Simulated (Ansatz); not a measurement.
Li2H6Pt:
```
CELL_PARAMETERS angstrom
      0.00000     3.33760     3.33760
      3.33760     0.00000     3.33760
      3.33760     3.33760     0.00000
ATOMIC_POSITIONS crystal
  Li 0.75000 0.75000 0.75000
  Li 0.25000 0.25000 0.25000
  H  0.75591 0.75591 0.24409
  H  0.24409 0.24409 0.75591
  H  0.24409 0.75591 0.75591
  H  0.75591 0.24409 0.24409
  H  0.75591 0.24409 0.75591
  H  0.24409 0.75591 0.24409
  Pt 0.00000 0.00000 0.00000
```

Relaxed with HSE06. Special points in fractions of this cell's reciprocal vectors: Γ (0.000, 0.000, 0.000); X (0.500, 0.000, 0.500); U (0.625, 0.250, 0.625); K (0.375, 0.375, 0.750); L (0.500, 0.500, 0.500); W (0.500, 0.250, 0.750).

Problem. List the band energies nearest the valence-band maximum at these points for HSE06 (plane waves, PAW; program Ansatz).

Solution. In eV from the valence-band maximum; about four levels below and three above (degenerate sets whole), none deeper than 8.9 eV; points with the same levels are listed once.

```csv
k,below,above
Γ,-2.76 -2.76 -2.76 -0.45 -0.45 -0.45,7.83 8.46 8.46 8.46
X,-2.35 -2.35 -1.76 -1.76,3.88 8.56 10.07
U,-2.40 -2.27 -2.02 -1.15,4.94 8.28 9.05
L,-2.53 -2.53 -2.51 -0.18 -0.18,6.51 6.51 8.17
W,-2.35 -1.96 -1.96 -1.75,5.66 7.23 9.55 9.55
```

Space group Fm-3m. The workflow started from a Materials Project entry (that database holds measured and hypothetical structures alike); the Crystallography Open Database copy checked does not list it. Whether it is the stable phase at ambient conditions was not checked. The cell was relaxed with HSE06 under the symmetry of its start; whether a distortion lowers the energy is not shown. No spin polarisation was allowed. The hybrid was solved on a coarse mesh, the path and, where they were found, the r²SCAN edge points; its band edges are the extreme levels among these. Spin–orbit coupling is left out wherever it is not named.

Potentials: the later of the program's two PAW sets.
